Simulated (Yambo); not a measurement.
Convergence of the G0W0 gap of GaP

G0W0@PBE for GaP (zinc blende, space group F-43m, No. 216) in Yambo. Reference settings: 4×4×4 Γ-centred k mesh, bands 5 to 180 and a 15 Ry block in the screening, 180 bands in G with the Bruneval-Gonze terminator, plasmon pole fitted at 27.2 eV. The PBE gap Γ → X on this mesh is 1.64 eV; G0W0 gaps are taken between the same points.

```
change from the reference                    G0W0 gap Γ → X (eV)  shift of the valence edge (eV)        rough Yambo cost
-------------------------------------------  -------------------  ------------------------------  ----------------------
reference settings                                          2.32                           -0.80                       1
38 bands in W, 38 bands in G                                2.23                           -0.43               about 1/5
136 bands in W, 136 bands in G                              2.31                           -0.77  within a factor of two
63 bands in G                                               2.32                           -0.81                       –
exchange cut at 40 Ry                                       2.31                           -0.67                       –
38 bands in W, 38 bands in G, 6 Ry block                    2.18                           -0.38               about 1/9
94 bands in W, 94 bands in G, 3 Ry block                    2.07                           -0.46               about 1/4
63 bands in W, 63 bands in G, 12 Ry block                   2.26                           -0.60               about 1/4
136 bands in W, 136 bands in G, 3 Ry block                  2.06                           -0.48               about 1/3
3 Ry block                                                  2.06                           -0.48               about 1/2
136 bands in W, 136 bands in G, 12 Ry block                 2.30                           -0.76  within a factor of two
9 Ry block                                                  2.29                           -0.77  within a factor of two
pole fitted at 15 eV                                        2.28                           -0.67                       –
6×6×6 mesh                                                  2.33                           -0.81                about 6×
no terminator                                               2.30                           -0.76                       –
```

The reference isn't shown to be the converged limit. Costs are rough (shared machines), scaled to the same edge states, and given only for runs that recompute the screening. The mesh misses a band edge: along a dense path the PBE gap is 1.59 eV against 1.64 eV on the mesh.

Spin-orbit splittings are left out.

Geometry relaxed with PBEsol; primitive cell a = b = c = 3.8466 Å, α = β = γ = 60.00°.

A shift is the quasiparticle energy of the state minus its PBE energy.

The potentials are those of PseudoDojo's stringent table.
